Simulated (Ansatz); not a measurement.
Relaxed bulk Ge:

```xyz
2
Lattice="0.0000 2.8375 2.8375 2.8375 0.0000 2.8375 2.8375 2.8375 0.0000" Properties=species:S:1:pos:R:3 pbc="T T T"
Ge    2.8375    2.8375    2.8375
Ge    4.2563    4.2563    4.2563
```

Miller indices refer to the conventional cell of Fd-3m (No. 227), a = 5.675 Å, b = 5.675 Å, c = 5.675 Å, α = 90.00°, β = 90.00°, γ = 90.00°. The bulk's gap is 0.35 eV.

The (100) slab of 8 planes, 9.9 Å thick with 15 Å of vacuum as cut; outer planes Ge (top) and Ge (bottom).

All numbers below come from DFT r2SCAN, scalar-relativistic, plane waves, PAW (Ansatz). Plane waves to 500 eV, a k mesh through Γ of 9×9×1 on the computed 8-atom cell and Gaussian smearing (0.05 eV); no spin polarisation. A dipole correction removes the field between periodic images along c.

This cut of an insulator is polar or leaves open shells, so the slab is metallic here; real surfaces compensate by reconstruction or adsorbates.

Results for the relaxed slab:

```yaml
Surface_energy_mean_of_both_faces: 1.68 J/m²
Gap_of_the_slab_on_the_mesh: none (metal or semimetal)
Work_function: 5.25 eV
```

Relaxation lowers the energy by 0.005 J/m² a face; the largest move is 0.053 Å.

```
plane (bottom to top) atoms spacing to next, bulk (Å) relaxed (Å) change (%)
                    1     Ge                      1.419        1.456        +2.6
                    2     Ge                      1.419        1.432        +1.0
                    3     Ge                      1.419        1.417        -0.1
                    4     Ge                      1.419        1.426        +0.5
                    5     Ge                      1.419        1.417        -0.1
                    6     Ge                      1.419        1.432        +1.0
                    7     Ge                      1.419        1.456        +2.6
                    8     Ge
```

Gaps are read on the k points sampled, so a band crossing between them can be missed.